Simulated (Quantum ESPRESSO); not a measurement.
## Calculated data, TaAl5VCu (simulated cell), TaCuAgSn2Rh3 (simulated cell)

Calculation on a made-up metal alloy cell, not a measurement: no spin or spin-orbit, unrelaxed, 2900 K smearing, stress positive in tension, cell energy less fitted offsets; periodic Kohn-Sham density functional theory in plane waves with PseudoDojo standard norm-conserving scalar-relativistic pseudopotentials, each functional with its own files (v0.5 for PBE, v0.4.1 for LDA and PBEsol), eight atoms on drawn sites of a strained close-packed or body-centred lattice, each displaced and held fixed; the energy is the cell's free energy, ions and the entropy term -TS included, at the stated Fermi-Dirac width, less a fixed offset for each atom's element (shifted free energy); compositions with an open d shell lost a parallel starting moment in a cheaper test run, and other magnetic orders were not tried; an error bar is the largest change of its kind in a tighter rerun, never given below 0.002 eV, 0.02 GPa or 0.003 eV/angstrom, and covers cutoff and k-mesh only, not smearing or the files. Program: Quantum ESPRESSO 7.5.

Common to all runs: functional pbe; cutoff 1252 eV; fermi dirac smearing 0.25 eV; electrons removed 0.

Notes on all entries: the copper pseudopotential is less sure than most, with forces differing by about three percent and pressure by about two GPa from a second method on plain copper; heavy elements are run without spin-orbit coupling, which real alloys of them have; a spin test at this wide smearing found no moment, but such smearing suppresses magnetism that the real alloy may have; lattice, volume and sites are drawn at random and may be unstable or far from any real phase; energies are for the whole cell, less offsets fitted to these runs, so they are not formation energies.

```yaml
- entry: 1
  formula: TaAl5VCu
  kind: "simulated cell"
  structure:
    cell_angstrom:
      - [-2.7251, 0.0032, 0.0211]
      - [0.0353, -0.0431, -4.6122]
      - [0.0113, -9.6111, -0.0893]
    atoms_fractional:
      - [Al, -0.01625, -0.00158, 0.01417]
      - [Ta, 0.05055, -0.02524, 0.50806]
      - [V, -0.04617, 0.51067, 0.34048]
      - [Al, 0.03412, 0.50968, 0.83866]
      - [Al, 0.48775, 0.00755, 0.256]
      - [Al, 0.52893, -0.01205, 0.75271]
      - [Al, 0.49464, 0.46364, 0.07776]
      - [Cu, 0.48884, 0.47419, 0.59304]
  settings:
    lattice_type: "hexagonal close-packed"
    run_command: "mpirun -np 4 pw.x -nk 4 -in in"
    run_processor: "Intel Xeon, older, virtual cores"
    k_mesh: "10 x 6 x 3 shifted half a step off Gamma on each axis"
    atom_site: [1, 2, 3, 4, 5, 6, 7, 8]
    "atom_energy_offset [eV]": [-63.26, -1771.44, -2008.71, -63.26, -63.26, -63.26, -63.26, -5159.25]
  results:
    "entropy_term_negative_ts [eV]": -1.016
    "pressure [GPa]": 4.62
    "stress_xx [GPa]": -6.71
    "stress_yy [GPa]": -3.66
    "stress_zz [GPa]": -3.49
    "stress_yz [GPa]": 0.44
    "stress_xz [GPa]": -0.68
    "stress_xy [GPa]": -1.0
    force_site: [1, 2, 3, 4, 5, 6, 7, 8]
    "force_x [eV/angstrom]": [-0.042, 0.165, 0.194, 0.217, -0.09, -0.187, 0.031, -0.288]
    "force_y [eV/angstrom]": [0.844, 0.723, 0.032, 0.632, -0.352, -0.276, -1.349, -0.255]
    "force_z [eV/angstrom]": [0.773, -0.332, 0.464, 0.401, 0.199, -0.436, -1.052, -0.017]
    "shifted_free_energy [eV]": 0.666
  notes: ["error bars: energy 0.004 eV, stress 0.13 GPa, force 0.014 eV/Å, from a tighter rerun of a related cell, whose elements or sites may differ", "19 SCF iterations, 426 s of wall time on a shared machine"]
- entry: 2
  formula: TaCuAgSn2Rh3
  kind: "simulated cell"
  structure:
    cell_angstrom:
      - [0.0454, 4.2197, -0.0144]
      - [-4.1494, -0.0311, -4.0388]
      - [-4.2538, -0.0598, 4.1432]
    atoms_fractional:
      - [Ta, 0.00335, -0.00136, -0.01053]
      - [Sn, -0.00078, -0.01767, 0.51299]
      - [Rh, 0.00642, 0.45359, 0.00986]
      - [Ag, 0.01643, 0.50327, 0.50105]
      - [Sn, 0.53031, 0.23658, 0.23062]
      - [Rh, 0.51133, 0.28825, 0.76215]
      - [Cu, 0.51561, 0.75689, 0.23348]
      - [Rh, 0.48636, 0.74219, 0.73732]
  settings:
    lattice_type: "face-centred cubic"
    run_command: "pw.x -nk 1 -in in"
    run_processor: "AMD EPYC, Zen 5, virtual cores"
    k_mesh: "6 x 4 x 4 shifted half a step off Gamma on each axis"
    atom_site: [1, 2, 3, 4, 5, 6, 7, 8]
    "atom_energy_offset [eV]": [-1771.44, -2144.16, -3191.96, -4218.03, -2144.16, -3191.96, -5159.25, -3191.96]
  results:
    "entropy_term_negative_ts [eV]": -1.294
    "pressure [GPa]": -6.78
    "stress_xx [GPa]": 6.37
    "stress_yy [GPa]": 8.41
    "stress_zz [GPa]": 5.57
    "stress_yz [GPa]": -0.65
    "stress_xz [GPa]": -0.27
    "stress_xy [GPa]": 0.95
    force_site: [1, 2, 3, 4, 5, 6, 7, 8]
    "force_x [eV/angstrom]": [0.833, 0.052, -0.326, 0.247, -1.073, 1.366, 0.619, -1.717]
    "force_y [eV/angstrom]": [0.368, 0.248, 0.462, -0.254, -0.925, -0.169, -0.103, 0.373]
    "force_z [eV/angstrom]": [0.107, 0.499, -0.94, 0.046, -0.905, 0.844, -0.083, 0.432]
    "shifted_free_energy [eV]": -0.041
  notes: ["the tin pseudopotential is less sure than most, with forces differing by about three percent from a second method on plain tin", "error bars: energy 0.0026 eV, stress 0.063 GPa, force 0.011 eV/Å, from a tighter rerun of a related cell, whose elements or sites may differ", "17 SCF iterations, 2262 s of wall time on a shared machine"]
```
